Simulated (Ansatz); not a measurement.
# IrB: how the axes shrink under pressure

IrB, P-6m2, a = 3.019 Å, c = 2.696 Å. The structure is a Materials Project entry; whether it is the stable form wasn't checked. Ansatz: PBEsol, PAW, 420 eV, Γ-centred 15×15×16 mesh on 2 atoms, Gaussian smearing 0.10 eV; no spin polarisation. Cell and atoms are relaxed at each pressure, and no other structure is tried, so the rows at high pressure may lie past a change of phase. y = 100 ln(c/c0) with c0 = 2.6956 Å, so nearly a change in per cent. The pressures are the targets, met within 0.06 GPa.

```
P (GPa) y  100 ln(a/a0)
   -3.0      ?             ?
    0.0   0.00          0.00
    3.0  -0.19         -0.36
    8.0  -0.49         -0.93
   15.0  -0.86         -1.68
   30.0  -1.63         -3.09
   60.0  -2.89         -5.40
```

Fit y = c1 P + c2 P² to the other rows, give the linear compressibility along c, and predict the missing y.

Least squares on the rows shown. y = −0.06088 P + 0.0002122 P². The linear compressibility along c is −c1/100 = 0.61 per TPa, against 1.18 along a from the same fit to the last column (its missing entry is 0.38): the crystal is softer along a at low pressure. At P = -3.0 the fit asked for gives 0.18. The run gave 0.19, so the fit is 0.01 too low, within twice the rms miss on the fitted rows (0.009).

The mesh isn't the same in all rows (15×15×16, 18×18×16). Spin–orbit coupling is left out, which can shift energies with elements as heavy as these.